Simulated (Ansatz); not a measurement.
All numbers below come from DFT PBE, scalar-relativistic, plane waves, PAW in Ansatz. All cells share a 420 eV cutoff and Γ-centred k meshes spaced at most about 0.3 Å⁻¹ (about 0.25 or finer for metals, 2π included). No spin polarisation in the final relaxations.

Temperature and zero-point effects are left out.

Two relaxed structures of Si3C2:

1. Space group P6_3/mmc (No. 194), hexagonal, a = 3.114 Å, c = 15.930 Å. Around Si on a site of symmetry -6m2 lie 2 C at 2.57 Å and 12 Si at 3.11–3.13 Å; Si on a site of symmetry 3m has 3 C at 1.80 Å, 1 C at 2.83 Å and 9 Si at 3.11–3.13 Å; C has 3 Si at 1.80 Å and 1 Si at 2.57 Å.

2. Space group P-6m2 (No. 187), hexagonal, a = 2.910 Å, c = 14.469 Å. Around Si on its first site lie 3 C at 2.07 Å and 1 Si at 2.43 Å; Si on its second site has 3 C at 2.08 Å, 3 C at 2.35 Å and 2 Si at 2.46–2.51 Å; around Si on its third site lie 3 C at 1.90 Å and 1 Si at 2.51 Å; C on a site of symmetry 3m has 3 Si at 1.90 Å and 3 Si at 2.35 Å; around C on a site of symmetry -6m2 lie 6 Si at 2.08 Å; 1 more site not described.

Question: Which is lower in energy, and by how much?

Answer: Cell 1 is lower, by 260 meV/atom. Cell 1 has space group P6_3/mmc (No. 194), 13.4 Å³/atom and no gap on its mesh; cell 2 has space group P-6m2 (No. 187), 10.6 Å³/atom and no gap. Counting C atoms around Si (those within 1.25 times the shortest such distance or 1.15 times the sum of covalent radii; a plus sign parts nearer from farther groups; the shortest distance is added where it is long for a bond; a slash parts the counts of unlike sites), cell 1 has Si 2 from 2.6 Å/3 and cell 2 has Si 3/3+3. Cell 2 holds Si–Si units of three or more atoms (shortest 2.43 Å); in cell 1 the shortest Si–Si distance is 3.11 Å. Even the lower one lies +0.50 eV/atom against the reference forms of the elements (uncorrected), so neither is stable at this level. Both come from invented guesses.

No dispersion correction is applied, so the spacing and binding between layers, chains or molecules are poorly described (P6_3/mmc, P-6m2), and this can change margins and order among such cells. Cells relaxed within their symmetry can be saddle points.
